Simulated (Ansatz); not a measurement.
Input and command of a calculation in Ansatz (plane waves; scalar-relativistic PAW potentials unless the input names others):

```yaml
crystal:
  lattice:
    - [4.0575255033, 0.0, 0.0]
    - [0.0, 4.0575255033, 0.0]
    - [0.0, 0.0, 8.9769132523]
  atoms:
    - { symbol: Zr, position: [0.5, 0.0, 0.2504356795] }
    - { symbol: Zr, position: [0.0, 0.5, 0.7495643205] }
    - { symbol: Ti, position: [0.5, 0.0, 0.5657800114] }
    - { symbol: Ti, position: [0.0, 0.5, 0.4342199886] }
    - { symbol: Te, position: [0.0, 0.0, 0.0] }
    - { symbol: Te, position: [0.5, 0.5, 0.0] }
basis:
  ecutwfc: 420
kpoints:
  mp_grid: { grid: [5, 5, 2] }
hamiltonian:
  xc: revpbe
scf:
  occupations: { method: gaussian, width: 0.1 }
output:
  forces: true
  eigenvalues: true
  stress: true
```

```bash
ansatz run input.yaml --threads 1 --pin off --max-ram 2560MiB --backend cpu --events-out ev --progress --plain --runs-dir out
```

Abridged log:
```
Pseudopotentials: kind: paw
Pseudopotential: Zr, paw, valence charge 12, recommended cutoff 420 eV (normal)
Pseudopotential: Ti, paw, valence charge 12, recommended cutoff 420 eV (normal)
Pseudopotential: Te, paw, valence charge 16, recommended cutoff 420 eV (normal)
Functional definition: revPBE
Crystal: 6 atoms, lattice volume = 147.792 Å³
Basis set: ecut = 420 eV, 2903 PW (Γ), exchange–correlation on 60×60×128 points (8 copies of the dense FFT grid, shifted against one another)
Bands: 48, of which v1, the nominal top of the filled ones, is band 40 counted from 1 (39 counted from 0)
Symmetry: 16 space group operations
Space group: P4/nmm (ITA 129), of the structure as read, at distance tolerance 5.3e-5 Å
k-points: 12 of 50
Initial density: superposition of atomic densities (neutral atoms: chi_scale 0, normalization atom), corrected by the library's trained network
Initial wavefunctions: pseudopotential atomic-orbital guess
Functional: x = revpbe(κ = 1.245, μ = 0.21951497), c = pbe(β = 0.06672455)
SCF iter   1: F=—  HF=-27353.409843 eV  |F-HF|=—  |Δ(HF+E_count)|=         —  Δρ=7.09e-3  dr2=8.01e-2  ethr=1.77e-3  ⟨swp⟩=7.8  Hψ=2408  notcnv=0
SCF iter   2: F=—  HF=-27353.402495 eV  |F-HF|=—  |Δ(HF+E_count)|=   7.35e-3  Δρ=3.77e-3  dr2=2.61e-2  ethr=1.00e-4  ⟨swp⟩=1.5  Hψ=713  notcnv=0  defer=3
SCF iter   3: F=—  HF=-27353.401437 eV  |F-HF|=—  |Δ(HF+E_count)|=   1.06e-3  Δρ=9.50e-4  dr2=1.75e-3  ethr=3.27e-5  ⟨swp⟩=2.0  Hψ=658  notcnv=0  defer=3
SCF iter   4: F=—  HF=-27353.401475 eV  |F-HF|=—  |Δ(HF+E_count)|=   3.85e-5  Δρ=2.25e-4  dr2=7.61e-5  ethr=2.19e-6  ⟨swp⟩=2.0  Hψ=684  notcnv=0  defer=3
SCF iter   5: F=—  HF=-27353.401437 eV  |F-HF|=—  |Δ(HF+E_count)|=   3.79e-5  Δρ=6.95e-5  dr2=8.84e-6  ethr=9.52e-8  ⟨swp⟩=2.2  Hψ=825  notcnv=0  defer=3
SCF iter   6: F=—  HF=-27353.401439 eV  |F-HF|=—  |Δ(HF+E_count)|=   1.83e-6  Δρ=2.14e-5  dr2=9.02e-7  ethr=1.10e-8  ⟨swp⟩=3.0  Hψ=1090  notcnv=0  defer=3
SCF iter   7: F=—  HF=-27353.401439 eV  |F-HF|=—  |Δ(HF+E_count)|=   2.14e-7  Δρ=7.07e-6  dr2=2.20e-7  ethr=1.25e-10  ⟨swp⟩=11.2  Hψ=2708  notcnv=0
SCF iter   8: F=-27353.401439 eV  HF=-27353.401439 eV  |F-HF|=2.48e-9  |Δ(HF+E_count)|=   2.38e-8  Δρ=1.57e-6  dr2=7.24e-9  ethr=1.25e-10  ⟨swp⟩=4.3  Hψ=1762  notcnv=0
SCF 1 converged in 8 iterations: F = -27353.401439 eV  dr2 = 7.24e-9
SCF converged after 8 iterations
Free energy (F): -27353.401439 eV
Harris-Foulkes:  -27353.401439 eV  (|F-HF|=2.48e-9)
Internal energy: -27353.358006 eV  (E = F + TS)
E sigma→0 (E₀):  -27353.379723 eV
Entropy (-TS):   -0.043433 eV (-7.239 meV/atom)
Fermi energy:    12.085460 eV
--- Forces (eV/Å), atoms counted from 1 ---
  atom   1  Zr     0.00000000     0.00000000    -0.11289364
  atom   2  Zr     0.00000000     0.00000000     0.11289364
  atom   3  Ti     0.00000000     0.00000000     0.05432884
  atom   4  Ti     0.00000000     0.00000000    -0.05432884
  atom   5  Te     0.00000000     0.00000000     0.00000000
  atom   6  Te     0.00000000     0.00000000     0.00000000
--- Stress (GPa, compression-positive) ---
        1.145907       0.000000       0.000000
        0.000000       1.145907       0.000000
        0.000000       0.000000       1.496731
  P = ⅓ Tr σ = 1.2628 GPa (12.628 kbar)
```

Apart from outputs, empty bands and the relaxation, which only the reference makes, the input differs from a reference run on usual settings in kpoints.mp_grid.grid: [10, 10, 4] → [5, 5, 2]; hamiltonian.xc: "pbe" → "revpbe". The reference, at the same geometry, ended its own course with pressure 0.01 GPa, largest force 0.001 eV/Å, no gap on the mesh. This run converged in 8 SCF iterations with a total energy on another zero, pressure 1.26 GPa, largest force 0.113 eV/Å, no gap on the mesh. Its k mesh is looser than usual. The Hamiltonian differs as well, so the change in the result can't be put down to that alone.

The run took 7.2 s on 1 thread of Arm Neoverse V1, with other jobs on the host, peak memory 0.43 GiB.